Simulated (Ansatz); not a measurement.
One starting cell of ZnCu2SnSe4 (a generated cell, ZnCu2SnSe4 placed in the kesterite structure type) was relaxed twice with Ansatz (plane waves, PAW, scalar-relativistic): with PBEsol at 420 eV and with PBE at 420 eV. The PBEsol result:

```cif
data_Cu2Se4SnZn
_chemical_formula_sum 'Cu2 Zn1 Sn1 Se4'
_space_group_name_H-M_alt 'P 1'
_space_group_IT_number 1
_cell_length_a 6.93027
_cell_length_b 6.93027
_cell_length_c 6.93027
_cell_angle_alpha 131.817
_cell_angle_beta 131.817
_cell_angle_gamma 70.518
loop_
_space_group_symop_operation_xyz
  'x, y, z'
loop_
_atom_site_label
_atom_site_type_symbol
_atom_site_fract_x
_atom_site_fract_y
_atom_site_fract_z
_atom_site_occupancy
Cu1 Cu 0.00000 0.00000 0.00000 1
Cu2 Cu 0.75000 0.25000 0.50000 1
Zn1 Zn 0.25000 0.75000 0.50000 1
Sn1 Sn 0.50000 0.50000 0.00000 1
Se1 Se 0.64011 0.63009 0.53160 1
Se2 Se 0.09848 0.10851 0.46840 1
Se3 Se 0.36991 0.90152 0.01002 1
Se4 Se 0.89149 0.35989 0.98998 1
```

```
quantity                          PBEsol  PBE
--------------------------------  ------  ---
space group                          I-4  I-4
volume (Å³/atom)                   22.64  [?]
a (Å)                              5.658  [?]
c (Å)                             11.318  [?]
gap (eV, no spin-orbit coupling)    0.02  [?]
```

Task: What does PBE give for the same quantities?

Result: 
- volume (Å³/atom), PBE: 23.93
- a (Å), PBE: 5.764
- c (Å), PBE: 11.526
- gap (eV, no spin-orbit coupling), PBE: 0.03

Both levels end in the same structure; PBE's volume is 5.7 % larger; its gap is the same within 0.05 eV. Neither column is exact.

No spin polarisation in the result.

The run could not lose the symmetry of its start.

The first start was generated by placing the elements on the sites of a structure type. Materials Project lists a structure of ZnCu2SnSe4 in the same space group, I-4 (No. 82); the sites were not compared with it, nor with measured phases.

Ansatz is a program for electronic structure.
